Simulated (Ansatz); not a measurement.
**Al₇Cu: a bulk modulus from differences**

It was reached by relaxing an invented guess, and it needn't be the stable form of this composition.

All numbers below come from DFT PBE, scalar-relativistic, plane waves, PAW (Ansatz 0.2.0). Plane waves to 420 eV, an 8×8×8 mesh through Γ for the 8-atom cell and 0.10 eV Gaussian smearing; no spin polarisation.

Space group Fm-3m (No. 225). a = 7.960 Å, b = 7.960 Å, c = 7.960 Å, α = 90.00°, β = 90.00°, γ = 90.00°
```json
{"atom": "Al", "site": "24d", "symmetry": "m.mm", "x": "0.0000", "y": "0.7500", "z": "0.7500"}
{"atom": "Al", "site": "4a", "symmetry": "m-3m", "x": "0.0000", "y": "0.0000", "z": "0.0000"}
{"atom": "Cu", "site": "4b", "symmetry": "m-3m", "x": "0.5000", "y": "0.0000", "z": "0.0000"}
```

The cell was set to several volumes, with shape and atoms relaxed at each where symmetry leaves them free. Pressure is positive in compression, and energies count from the lowest row. No row has a gap on its mesh.

| row | V (Å³/atom) | P (GPa) | ΔE (meV/atom) |
| --- | --- | --- | --- |
| 1 | 13.867 | 14.68 | 77.0 |
| 2 | 14.340 | ? | ? |
| 3 | 14.813 | 6.13 | 17.0 |
| 4 | 15.286 | 2.81 | 4.0 |
| 5 | 15.758 | 0.00 | 0.0 |
| 6 | 16.231 | -2.37 | 3.6 |
| 7 | 16.704 | -4.37 | 13.6 |
| 8 | 17.334 | -6.55 | 35.3 |

**Question.** Find B = −V·ΔP/ΔV from rows 4 and 6 and from rows 1 and 3, and from the two its slope B′ and its value B0 at zero pressure.

**Answer.** Rows 4 and 6 give −(15.286 + 16.231)/2 × (-2.37 − (2.81))/(16.231 − 15.286) = 86.4 GPa at a mean pressure of 0.22 GPa. Rows 1 and 3 give −(13.867 + 14.813)/2 × (6.13 − (14.68))/(14.813 − 13.867) = 129.6 GPa at a mean pressure of 10.40 GPa. So B′ = (129.6 − 86.4)/(10.40 − (0.22)) = 4.24 and B0 = 86.4 − 4.24 × (0.22) = 85.5 GPa. A third-order Birch–Murnaghan fit to all the energies gives B0 = 85.7 GPa and B′ = 4.6.

**Question.** Estimate the pressure and energy of row 2.

**Answer.** From row 5, V0 = 15.758 × (1 + (0.00)/85.5) = 15.758 Å³/atom. Murnaghan's form P = (B0/B′)·[(V0/V)^B′ − 1] gives (85.5/4.24) × [(15.758/14.340)^4.24 − 1] = 9.91 GPa; the computed pressure is 10.06 GPa, so the estimate is off by -0.15 GPa. The work of compression from row 3, with the mean of the two pressures, gives ΔE = 17.0 + (9.91 + 6.13)/2 × (14.813 − 14.340)/160.2 × 1000 = 40.7 meV/atom (1 eV/Å³ = 160.2 GPa); the computed value is 40.7 meV/atom.

All volumes keep the k mesh of the relaxed cell. A later test with randomly moved atoms came back to the same energy, though modes that don't fit the test's cell weren't probed.
